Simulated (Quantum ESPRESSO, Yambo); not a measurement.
NaF (rock salt, space group Fm-3m, No. 225) under isotropic strain of -3 % on all lattice vectors. The PBEsol cell relaxed from Materials Project entry mp-682 was given an isotropic strain of -3 % on all lattice vectors, and the atoms were relaxed again. Chain: norm-conserving PBEsol (Quantum ESPRESSO, 88 Ry, without SOC); G0W0 in Yambo (6×6×6 Γ-centred k mesh, bands 2 to 93 and a 14 Ry block in the screening, 93 bands in G with the Bruneval-Gonze terminator, plasmon pole fitted at 27.2 eV); BSE (10×10×10 mesh, 3 valence and 1 conduction bands, static screening with 15 bands and a 4 Ry block, scissor 4.63 eV, Tamm-Dancoff).

The PBEsol gap (dense path) is 6.73 eV, the PBEsol gap Γ → Γ on the GW mesh is 6.73 eV and the PBEsol smallest direct gap on the GW mesh, at Γ is 6.73 eV. The G0W0 direct gap at that point is 11.36 eV. The G0W0 correction to the gap Γ → Γ is 4.63 eV, the direct gap on the BSE mesh, with the scissor comes out as 11.36 eV and the first BSE state allowed for light along x is 9.50 eV. The lowest BSE state comes out as 9.50 eV, the binding of the lowest exciton comes out as 1.86 eV and the RPA electronic dielectric constant along x is 1.83 (16×16×16 mesh, PBEsol bands).

Rough cost of the Yambo steps against G0W0 for 6 states: BSE about 1/3, one RPA spectrum about 1/30.

Convergence of the G0W0 settings was not tested. The BSE states are vertical excitations (zero momentum). Convergence of the RPA response with its 16×16×16 mesh was not tested. Convergence of the binding with the mesh was not shown.
